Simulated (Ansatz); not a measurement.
## Profile along the Br–Li line in LiBr (rock salt)

LiBr (rock salt), conventional cell a = 5.411 Å, b = 5.411 Å, c = 5.411 Å, α = 90.00°, β = 90.00°, γ = 90.00°. The calculation uses the primitive cell of 2 atoms, to which meshes and values per cell refer.

Fields along a shortest Br–Li line of a {110} plane (2.71 Å), from Br to Li, interpolated on the slice's grid (step about 0.2 Å). The numbers are results of PBEsol (plane waves to 420 eV, PAW, scalar-relativistic; Ansatz, a first-principles code), not measurements. k mesh 11×11×11. Inside the PAW spheres the values are not all-electron values, and peaks at nuclei hang on which shells count as valence. LiBr was relaxed with its symmetry unable to fall.

```csv
distance from Br (Å),valence electron density (e/Å³),electron localisation function
0.00,0.06,x
0.27,0.45,x
0.54,1.13,0.53
0.81,0.99,0.88
1.08,0.48,0.86
1.35,0.21,0.76
1.63,0.10,0.30
1.90,0.07,0.02
2.17,0.63,0.42
2.44,5.29,x
2.71,9.39,x
```

x: too close to a nucleus for the ELF to mean much.

Density on the Br–Li line (2.71 Å) at its density minimum, 1.8 Å from Br: 0.07 e/Å³. ELF at that point: 0.0. ELF maximum in the middle third of the Br–Li line: 0.88, 0.9 Å from Br.
